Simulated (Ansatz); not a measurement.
Relaxation of a relaxed VSi2 cell shaken by Gaussian noise of σ = 0.08 Å a coordinate; 9 atoms in the cell, which starts as P1 (No. 1), aP9; a = 2.579 Å, b = c = 7.921 Å, α = 120.00°, β = γ = 90.00°. These are PBEsol (plane waves to 420 eV, PAW, scalar-relativistic; Ansatz, a program for electronic structure) values and carry that method's errors. Γ-centred k-mesh 4×4×9 on the run's cell (coarser than for final values), Fermi–Dirac smearing 0.05 eV. This is the first round of the run. 

The optimiser's lines from the output (shortened; P is positive under compression):

```
relax step   1: F+E_penalty+E_count = -12384.43752478 eV  Δ(F+E_penalty+E_count) = +0.000e0 eV  max|allowed force component| = 2.607e0 eV/Å  Δτ_max = 0.0000 Å  P = +2.679 GPa  Ω = 140.127 Å³  (8 SCF iters, dr2 threshold 1.00e-7 eV, accepted)
relax step   2: F+E_penalty+E_count = -12385.24082238 eV  Δ(F+E_penalty+E_count) = -8.033e-1 eV  max|allowed force component| = 1.009e0 eV/Å  Δτ_max = 0.1966 Å  P = +1.877 GPa  Ω = 138.444 Å³  (8 SCF iters, dr2 threshold 9.00e-7 eV, accepted)
relax step   3: F+E_penalty+E_count = -12385.35207968 eV  Δ(F+E_penalty+E_count) = -1.113e-1 eV  max|allowed force component| = 2.455e-1 eV/Å  Δτ_max = 0.2000 Å  P = +0.390 GPa  Ω = 139.361 Å³  (7 SCF iters, dr2 threshold 9.00e-7 eV, accepted)
relax step   4: F+E_penalty+E_count = -12385.37557824 eV  Δ(F+E_penalty+E_count) = -2.350e-2 eV  max|allowed force component| = 1.286e-2 eV/Å  Δτ_max = 0.1200 Å  P = +0.051 GPa  Ω = 139.966 Å³  (6 SCF iters, dr2 threshold 9.00e-7 eV, accepted)
relax step   5: F+E_penalty+E_count = -12385.37693196 eV  Δ(F+E_penalty+E_count) = -1.354e-3 eV  max|allowed force component| = 7.132e-3 eV/Å  Δτ_max = 0.0333 Å  P = -0.055 GPa  Ω = 140.122 Å³  (6 SCF iters, dr2 threshold 2.00e-7 eV, accepted)
relax step   6: F+E_penalty+E_count = -12385.37737606 eV  Δ(F+E_penalty+E_count) = -4.441e-4 eV  max|allowed force component| = 1.143e-2 eV/Å  Δτ_max = 0.0167 Å  P = +0.011 GPa  Ω = 140.068 Å³  (6 SCF iters, dr2 threshold 8.19e-8 eV, accepted)
relax step   7: F+E_penalty+E_count = -12385.37745276 eV  Δ(F+E_penalty+E_count) = -7.670e-5 eV  max|allowed force component| = 1.202e-2 eV/Å  Δτ_max = 0.0160 Å  P = -0.007 GPa  Ω = 140.092 Å³  (6 SCF iters, dr2 threshold 8.17e-9 eV, accepted)
relax step   8: F+E_penalty+E_count = -12385.37747972 eV  Δ(F+E_penalty+E_count) = -2.695e-5 eV  max|allowed force component| = 3.951e-4 eV/Å  Δτ_max = 0.0038 Å  P = -0.000 GPa  Ω = 140.084 Å³  (6 SCF iters, dr2 threshold 9.03e-9 eV, accepted)
relax step   9: F+E_penalty+E_count = -12385.37747377 eV  Δ(F+E_penalty+E_count) = +5.946e-6 eV  max|allowed force component| = 3.947e-4 eV/Å  Δτ_max = 0.0000 Å  P = -0.003 GPa  Ω = 140.084 Å³  stress off target by 4.52e-3 GPa  SCF on the basis re-selected at this cell (its energy is not comparable with the rows above)  (9 SCF iters)
```

From the first to the last row the energy changes by -0.10 eV/atom and the volume by 0.0 %. The last row is marked as not comparable with the walk above it, whose basis was carried along; it does compare with step 1, since both stand on a basis selected at the nominal cutoff for their own cell.

Later rounds, restarted from the end of this one on a renewed k-mesh, logged 4 more steps and released under 0.01 eV/atom more. The final structure after all rounds: P6/mmm (No. 191), hP9; a = b = 7.921 Å, c = 2.579 Å, α = β = 90.00°, γ = 120.00°. Between re-selections the logged energies stand on a plane-wave basis carried along with the cell. No spin polarisation in the result. The relaxed primitive cell holds an odd number of electrons. A magnetic state may lie lower.

The relaxed structure here is a generated cell of VSi2: the first start was made by a random draw of sites in a space group, and the end was not matched to a known phase here, so it may be hypothetical.
